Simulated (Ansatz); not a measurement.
HfO$_{2}$ (tetragonal-ZrO2 type, space group P4_2/nmc)

```
CELL_PARAMETERS angstrom
      3.57698     0.00000     0.00000
      0.00000     3.57698     0.00000
      0.00000     0.00000     5.20360
ATOMIC_POSITIONS crystal
  Hf 0.00000 0.00000 0.00000
  Hf 0.50000 0.50000 0.50000
  O  0.00000 0.50000 0.19607
  O  0.00000 0.50000 0.69607
  O  0.50000 0.00000 0.30393
  O  0.50000 0.00000 0.80393
```

The slice is a (0 -1 1) plane (indices of the conventional cell) through the point (0.500, 0.000, 0.304) (fractional), spanned by u = [100] and v = [011] in vectors of this cell: u (3.58 Å) and v (6.31 Å, at 90° to u). It covers one period; positions are fractions (u, v).

These are r2SCAN (plane waves to 500 eV, PAW, scalar-relativistic; Ansatz, a quantum-chemistry and plane-wave program) values and carry that method's errors. k mesh 9×9×7. Near the nuclei the fields are pseudised (PAW); where an atom keeps semicore shells as valence, they peak there. HfO2 is run without spin polarisation. HfO2 was relaxed with its symmetry unable to fall. Spin-orbit coupling is left out, though Hf is heavy. The PAW data are Ansatz's earlier set. This is a high-temperature form of HfO2.

Problem. Predict the map of the density of the highest valence band (whole band, smooth part) on the slice.

Solution. 
```
v \ u   0.00   0.12   0.25   0.38   0.50   0.62   0.75   0.88
-----  -----  -----  -----  -----  -----  -----  -----  -----
0.93   0.193  0.125  0.025  0.003  0.001  0.003  0.025  0.125
0.86   0.033  0.021  0.006  0.003  0.003  0.003  0.006  0.021
0.79   0.003  0.002  0.003  0.007  0.009  0.007  0.003  0.002
0.71   0.003  0.002  0.003  0.007  0.009  0.007  0.003  0.002
0.64   0.004  0.003  0.002  0.003  0.004  0.003  0.002  0.003
0.57   0.002  0.001  0.003  0.016  0.032  0.016  0.003  0.001
0.50   0.001  0.001  0.008  0.078  0.199  0.078  0.008  0.001
0.43   0.002  0.001  0.011  0.097  0.210  0.097  0.011  0.001
0.36   0.005  0.003  0.010  0.071  0.162  0.071  0.010  0.003
0.29   0.006  0.003  0.006  0.021  0.035  0.021  0.006  0.003
0.21   0.004  0.003  0.003  0.004  0.005  0.004  0.003  0.003
0.14   0.036  0.024  0.008  0.002  0.001  0.002  0.008  0.024
0.07   0.148  0.113  0.025  0.004  0.001  0.004  0.025  0.113
0.00   0.006  0.193  0.042  0.006  0.001  0.006  0.042  0.193
```

Values: density of the highest valence band (whole band, smooth part) in e/Å³.
